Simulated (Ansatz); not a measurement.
**K3LaTe2O9: gradients before and after relaxing the atoms**

Start: a refined structure from the COD.

Space group P6_3/mmc (No. 194); a = 6.0589, c = 15.0240 Å, γ = 120.00°.

```csv
site,Wyckoff,site symmetry,x,y,z
K1,2b,-6m2,0.0000,0.0000,0.7500
K3,4f,3m.,0.3333,0.6667,0.6166
La,2a,-3m.,0.0000,0.0000,0.5000
Te,4f,3m.,0.6667,0.3333,0.6559
O13,6h,mm2,0.9408,0.4704,0.7500
O19,12k,.m.,0.3588,0.1794,0.5945
```

One atom of each set is listed.

The numbers come from a DFT calculation in Ansatz (PBE, plane waves and PAW, scalar-relativistic, 420 eV cutoff, Γ-centred 4×4×2 k-points, Fermi–Dirac smearing 0.02 eV).

The largest force at the start is 0.93 eV/Å. Relaxing the ions at fixed cell moves them by 0.053 Å at most (atom 3, K) and 0.030 Å rms. End positions:

K1 (0.0000, 0.0000, 0.7500)
K3 (0.3333, 0.6667, 0.6130)
La (0.0000, 0.0000, 0.5000)
Te (0.6667, 0.3333, 0.6555)
O13 (0.9477, 0.4739, 0.7500)
O19 (0.3564, 0.1782, 0.5930)

```csv
site,moved (Å),first shell before,first shell after,V_zz before (10²¹ V/m²),η before
K1,0.000,12 O at 3.00–3.05 Å,12 O at 3.01–3.04 Å,0.45,0.00
K3,0.053,12 O at 2.87–3.56 Å; also 3 Te at 3.55 Å,12 O at 2.89–3.50 Å,0.61,0.00
La,0.000,6 O at 2.36 Å,6 O at 2.33 Å,-2.28,0.00
Te,0.006,"6 O at 1.86–2.02 Å, 1 Te at 2.83 Å","6 O at 1.88–2.05 Å, 1 Te at 2.84 Å",3.20,0.00
O13,0.036,"2 Te at 2.02 Å, angle 89°","2 Te at 2.05 Å, angle 88°",-11.22,0.65
O19,0.025,1 Te at 1.86 Å,"1 Te at 1.88 Å, 1 La at 2.33 Å, angle 173°",11.68,0.07
```

(1) What are V_zz and η after the relaxation?

## Answers

(1) 

```tsv
site	V_zz after	η after	change of V_zz
K1	0.51	0.00	+0.06
K3	0.52	0.00	-0.09
La	-1.77	0.00	+0.51
Te	3.23	0.00	+0.03
O13	-11.73	0.54	-0.51
O19	12.08	0.06	+0.40
```

The largest change of V_zz is on O13, from -11.22 to -11.73. In per cent, |V_zz| changes by -14 on K, -22 on La, +1 on Te, +3 to +5 on O (all sites that start above 0.5).

Without spin–orbit coupling the gradients at and beside Te can be off by some per cent, at some sites by more.
Before: At this cell the PBE pressure is 6 GPa, so with PBE the cell would grow if it were relaxed.
